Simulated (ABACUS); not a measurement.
Input and output of a self-consistent single point for Ti3Al (P6_3/mmc, 8 atoms in the cell; from Materials Project mp-1823, changed as shown) (ABACUS).

Computed with PBE, numerical atomic orbitals DZP (confined pseudo-atomic orbitals with Gaussian additions; energy shift 0.01 Ry), PseudoDojo 0.5 standard norm-conserving PBE (tails mended) pseudopotentials run with ABACUS 3.10.1.

The change in words: lattice scaled by 0.98. Reference geometry (P6_3/mmc):
```xyz
8
Lattice="5.7477 0.0000 0.0000 -2.8739 4.9777 0.0000 0.0000 0.0000 4.6306" Properties=species:S:1:pos:R:3 pbc="T T T"
Ti     2.8738     3.2843     1.1576
Ti     0.0000     1.6934     3.4729
Ti    -1.4073     4.1310     3.4729
Ti     4.2812     0.8467     1.1576
Ti     1.4665     0.8467     1.1576
Ti     1.4073     4.1310     3.4729
Al     0.0000     3.3184     1.1576
Al     2.8739     1.6592     3.4729
```

Reference input (self-consistent single point, DFT, PBE, numerical atomic orbitals DZP (confined pseudo-atomic orbitals with Gaussian additions; energy shift 0.01 Ry), PseudoDojo 0.5 standard norm-conserving PBE (tails mended) pseudopotentials): basis = DZP numerical atomic orbitals, energy shift 0.01 Ry; KPT = Gamma 6 6 8 0 0 0; basis_type = lcao; dft_functional = PBE; ecutwfc = 100 Ry; smearing_method = fd; smearing_sigma = 0.00734986 Ry; potentials = PseudoDojo 0.5 standard norm-conserving PBE (tails mended); symmetry = 1; symmetry_prec = 1e-05; ks_solver = genelpa; scf_nmax = 100. This run's input differs from it in these lines:

```diff
@@ -31,8 +31,8 @@
 LATTICE_CONSTANT
-10.861579
+10.644347
 
 LATTICE_VECTORS
-   0.9999999859    0.0000000000    0.0000000000
-  -0.4999999929    0.8660253544    0.0000000000
-   0.0000000000    0.0000000000    0.8056352862
+   1.0000000253    0.0000000000    0.0000000000
+  -0.5000000127    0.8660254028    0.0000000000
+   0.0000000000    0.0000000000    0.8056353180
 
@@ -44,8 +44,8 @@
 6
-   2.8738500000    3.2842561092    1.1576375000 1 1 1
-   0.0000000000    1.6933978908    3.4729125000 1 1 1
-  -1.4073243450    4.1309550546    3.4729125000 1 1 1
-   4.2811743450    0.8466989454    1.1576375000 1 1 1
-   1.4665256550    0.8466989454    1.1576375000 1 1 1
-   1.4073243450    4.1309550546    3.4729125000 1 1 1
+   2.8163730000    3.2185710398    1.1344847500 1 1 1
+  -0.0000000000    1.6595299602    3.4034542500 1 1 1
+  -1.3791778581    4.0483360199    3.4034542500 1 1 1
+   4.1955508581    0.8297649801    1.1344847500 1 1 1
+   1.4371951419    0.8297649801    1.1344847500 1 1 1
+   1.3791778581    4.0483360199    3.4034542500 1 1 1
 
@@ -54,4 +54,4 @@
 2
-  -0.0000028739    3.3184376592    1.1576375000 1 1 1
-   2.8738528738    1.6592163408    3.4729125000 1 1 1
+  -0.0000028164    3.2520689594    1.1344847500 1 1 1
+   2.8163758164    1.6260320406    3.4034542500 1 1 1
 # file: KPT
```

Output, abridged:

```
 SELF-CONSISTENT
 -------------------------------------------

                  longest orb rcut (Bohr) = 8
   longest nonlocal projector rcut (Bohr) = 1.78
                     search radius (Bohr) = 19.6

                          real space grid = [ 72, 72, 60 ]

                                 init_chg = atomic

 LCAO ALGORITHM --------------- ION=   1  ELEC=   1--------------------------------

 Density error is 0.0487242782047
 E_KohnSham     -721.5775486111      -9817.5662099827
 E_Fermi        0.9993216287         13.5964682846

 LCAO ALGORITHM --------------- ION=   1  ELEC=   2--------------------------------

   [... lines left out ...]

   [... 5 blocks of this kind left out ...]

 LCAO ALGORITHM --------------- ION=   1  ELEC=   8--------------------------------

 Density error is 1.22513356408e-06
 E_KohnSham     -721.6343452494      -9818.3389678905
 E_Fermi        0.9732209143         13.2413498475

 LCAO ALGORITHM --------------- ION=   1  ELEC=   9--------------------------------

 Density error is 6.50870225457e-08
 E_KohnSham     -721.6343452494      -9818.3389678915
 E_KS(sigma->0) -721.6267998477      -9818.2363074337
 E_entropy(-TS) -0.0150908035        -0.2053209156
 E_Fermi        0.9732203477         13.2413421388
 charge density convergence is achieved
 final etot is -9818.3389679 eV
 EFERMI = 13.241342139 eV

 STATE ENERGY(eV) AND OCCUPATIONS    NSPIN == 1
   [... 46 lines left out ...]

 TOTAL-FORCE (eV/Angstrom)
                       Ti1         0.0000000000         0.0807514543         0.0000000000
                       Ti2         0.0000000000        -0.0807514543         0.0000000000
                       Ti3        -0.0699328127         0.0403757271         0.0000000000
                       Ti4         0.0699328127        -0.0403757271         0.0000000000
                       Ti5        -0.0699328127        -0.0403757271         0.0000000000
                       Ti6         0.0699328127         0.0403757271         0.0000000000
                       Al1         0.0000000000         0.0000000000         0.0000000000
   [... lines left out ...]

 TOTAL-STRESS (KBAR)
        92.1169032099         0.0000000053         0.0000000000
         0.0000000053        92.1169080804        -0.0000000000
        -0.0000000000        -0.0000000000       105.8613458515
 TOTAL-PRESSURE: 96.698386 KBAR

 --------------------------------------------
 !FINAL_ETOT_IS -9818.3389678915373224 eV
 --------------------------------------------
```

The run converged in 9 iterations. Against the reference run the free energy rises by 33.4 meV/atom and the pressure goes from 1.69 to 9.67 GPa.

The atom-centred basis is finite, which shifts total energies and pressures against plane waves. The structure comes from a collection of computed structures, made at another level of theory; the collection holds predicted forms beside known ones.

Cost on one core: about 70 core-seconds (a rough figure).

The atomic orbitals were generated for these runs; they are not ABACUS's published sets and were checked against plane waves on a few crystals only.

“Tails mended”: in these copies of the files the far tail of each local potential was reset to the Coulomb form.
